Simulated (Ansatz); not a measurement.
Given:

CuI:
```cif
data_Cu4I4
_chemical_formula_sum 'Cu4 I4'
_space_group_name_H-M_alt 'F-43m'
_space_group_IT_number 216
_space_group_name_Hall 'F -4 2 3'
_cell_length_a 6.07892
_cell_length_b 6.07892
_cell_length_c 6.07892
_cell_angle_alpha 90.000
_cell_angle_beta 90.000
_cell_angle_gamma 90.000
loop_
_atom_site_label
_atom_site_type_symbol
_atom_site_symmetry_multiplicity
_atom_site_Wyckoff_symbol
_atom_site_fract_x
_atom_site_fract_y
_atom_site_fract_z
_atom_site_occupancy
Cu1 Cu 4 a 0.00000 0.00000 0.00000 1
I1 I 4 d 0.75000 0.75000 0.75000 1
```
(The calculation used a cell of 2 atoms; values per cell refer to that cell.)

This is the PBE-relaxed structure.

### Question
All from plane-wave PAW PBE (Ansatz code), unless another level is named. Give the hole effective mass, band 1 of 3 at the edge.

### Answer
0.75 along [100], 3.3 along [110], 1.5 along [111] (mₑ).

### Question
And the HSE06 gap on the PBE cell?

### Answer
2.61 eV.

### Question
And the band gap?

### Answer
1.10 eV (direct).

### Question
Next, the weight of the valence-edge state by species (Voronoi cells)?

### Answer
Cu 62 %, I 38 %.

### Question
Give the valence-band maximum.

### Answer
at Γ.

The cell was relaxed with PBE under the symmetry of its start; phonons on a q-mesh show no instability. The run is not spin-polarised. Scalar-relativistic: spin–orbit coupling is off unless named, which matters more the heavier the elements.

Potentials: the later of the program's two PAW sets.
